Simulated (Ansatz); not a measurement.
## SiGe, first-principles data

SiGe:
```xyz
10
Lattice="-1.9811 1.9811 14.0266 1.9811 -1.9811 14.0266 1.9811 1.9811 -14.0266" Properties=species:S:1:pos:R:3 pbc="T T T"
Si     0.0000     0.0000    25.3718
Si     1.9811     0.0000    12.6830
Si     0.0000     0.0000    14.0266
Si     1.9811     0.0000     1.3436
Si     0.0000     0.0000     2.6814
Ge     0.0000     1.9811     4.0808
Ge     0.0000     0.0000    19.5762
Ge     1.9811     0.0000     7.0133
Ge     0.0000     0.0000     8.4769
Ge     0.0000     1.9811     9.9458
```

Space group I-4m2 (No. 119); conventional cell a = 3.962 Å, b = 3.962 Å, c = 28.053 Å, α = 90.00°, β = 90.00°, γ = 90.00°.

Method: plane-wave PAW PBE (Ansatz code). Geometry: relaxed at this level of theory. Other levels are named where they apply.

### Cell and energy

Volume per atom: 22.02 Å³
Density: 3.80 g/cm³
Formation energy from the elements (no fitted shifts): 0.016 eV/atom

### Electronic structure

- Band gap: 0.33 eV (direct)
- Valence-band maximum: at Γ
- Conduction-band minimum: at Γ
- Electron effective mass: 0.18, 0.18, 1.4 mₑ (principal values)
- Hole effective mass, band 1 of 2 at the edge: 2.2 along x, 0.26 along z (mₑ)
- Hole effective mass, band 2 of 2 at the edge: 0.055 along x, 0.26 along z (mₑ)

The start of the workflow was typed in or built on a structure type; neither database checked (COD, Materials Project) lists it. Its standing as an ambient phase is unchecked. Symmetry was held in the PBE relaxation; whether a distortion lowers the energy is not shown. The references are the lowest solids computed at this level, not always the standard phases. Scalar-relativistic: spin–orbit coupling is off unless named, which matters more the heavier the elements.

Potentials: the earlier of the program's two PAW sets.
